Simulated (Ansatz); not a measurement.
The start is a generated cell, WS2 placed in the AFLOW prototype A2B_tI12_140_h_a (C16, as in Al2Cu). The cell and all atomic positions are relaxed at zero pressure with PBE (plane waves to 420 eV, PAW, scalar-relativistic; Ansatz, a first-principles code). The first steps use a coarse 6×6×6 k-mesh.

Initial structure:
```yaml
crystal:
  lattice:
    - [-3.24019, 3.24019, 2.60717]
    - [3.24019, -3.24019, 2.60717]
    - [3.24019, 3.24019, -2.60717]
  atoms:
    - { symbol: S, position: [0.15800, 0.65800, 0.81600] }
    - { symbol: S, position: [0.34200, 0.15800, 0.50000] }
    - { symbol: S, position: [0.65800, 0.84200, 0.50000] }
    - { symbol: S, position: [0.84200, 0.34200, 0.18400] }
    - { symbol: W, position: [0.75000, 0.75000, 0.00000] }
    - { symbol: W, position: [0.25000, 0.25000, 0.00000] }
```

Task: How large is the pressure on the unrelaxed cell, and of which sign?

Result: -13 GPa (negative: the cell is under tension).

Task: By how much does the energy per atom fall from start to end?

Result: 0.36 eV/atom.

Task: How does the volume change?

Result: -13.6 %, from 18.25 to 15.77 Å³/atom.

Task: How do the shortest distances between atoms change?

Result: The closest pairs of elements (up to four, under 3.6 Å), start → end: S–W 2.77 → 2.57 Å; W–W 2.61 → 2.84 Å; S–S 2.90 → 2.82 Å.

Task: What band gap does the relaxed structure have at this level?

Result: Zero (metallic).

Task: What does it relax into? Give the structure.

Result: 
```cif
data_S8W4
_chemical_formula_sum 'S8 W4'
_space_group_name_H-M_alt 'I4/mcm'
_space_group_IT_number 140
_space_group_name_Hall '-I 4 2c'
_cell_length_a 5.77600
_cell_length_b 5.77600
_cell_length_c 5.67326
_cell_angle_alpha 90.000
_cell_angle_beta 90.000
_cell_angle_gamma 90.000
loop_
_atom_site_label
_atom_site_type_symbol
_atom_site_symmetry_multiplicity
_atom_site_Wyckoff_symbol
_atom_site_fract_x
_atom_site_fract_y
_atom_site_fract_z
_atom_site_occupancy
S1 S 8 h 0.17256 0.32744 0.00000 1
W1 W 4 a 0.00000 0.00000 0.25000 1
```
(The calculation used a cell of 6 atoms; values per cell refer to that cell.)

The space group stays I4/mcm (No. 140) (the run could not lower it), with 6 atoms in the primitive cell. Final values are on a 12×12×12 k-mesh of the relaxed cell. No spin polarisation in the result. A magnetic state may lie lower.

The run could not lose the symmetry of its start: the end is stationary, and may be a saddle point rather than a minimum.

The relaxed structure here is a generated cell of WS2: the first start was made by placing the elements on the sites of a structure type, and the end was not matched to a known phase here, so it may be hypothetical. Known forms of WS2 include space group No. 194.
